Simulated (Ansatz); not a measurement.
This cell of MoS2 (2H-MoS2 type, space group P6_3/mmc) is off equilibrium:

```xyz
6
Lattice="3.1730 0.0000 0.0000 -1.5865 2.7479 0.0000 0.0000 0.0000 12.4366" Properties=species:S:1:pos:R:3 pbc="T T T"
Mo     0.0000     1.8319     3.1091
Mo     1.5865     0.9160     9.3274
S      0.0000     1.8319     7.7717
S      2.3765     0.5210     1.5534
S      1.5865     0.9160     4.6649
S      0.0000     1.8319    10.8832
```

All values below come from r2SCAN+rVV10 (plane waves to 500 eV, PAW, scalar-relativistic; Ansatz, a quantum-chemistry and plane-wave program). k mesh 10×10×3 (Γ-centred), Fermi-Dirac smearing 0.05 eV. E stands for the smeared free energy. Compression counts positive. As the smearing reaches across the gap at some points, energies and forces of such displacements shift with the k mesh and the smearing. MoS2 is run without spin polarisation. MoS2 was relaxed with its symmetry unable to fall.

Task: What forces act on the atoms (eV/Å, Cartesian)?

Result: 
| atom | Fx | Fy | Fz |
|---|---|---|---|
| Mo1 | 1.901 | -0.601 | 3.472 |
| Mo2 | 0.008 | -0.004 | 0.004 |
| S3 | -0.005 | 0.003 | -0.001 |
| S4 | -1.340 | 0.088 | -3.466 |
| S5 | -0.578 | 0.512 | 0.020 |
| S6 | 0.015 | 0.002 | -0.028 |

Task: Give the stress tensor in GPa and the pressure.

Result: 
```
    2.2      2.6      1.5
    2.6      5.9      1.0
    1.5      1.0      8.1
```
The pressure, a third of the trace, is 5.4 GPa.

Task: In it atom 4 sits (0.790, -0.395, 0.000) Å away from its relaxed site. What is its energy relative to the relaxed cell?

Result: 1994 meV/cell.

(A displaced cell: forces are minus the slopes of the energy, force constants its curvatures, and phonons follow from these.)
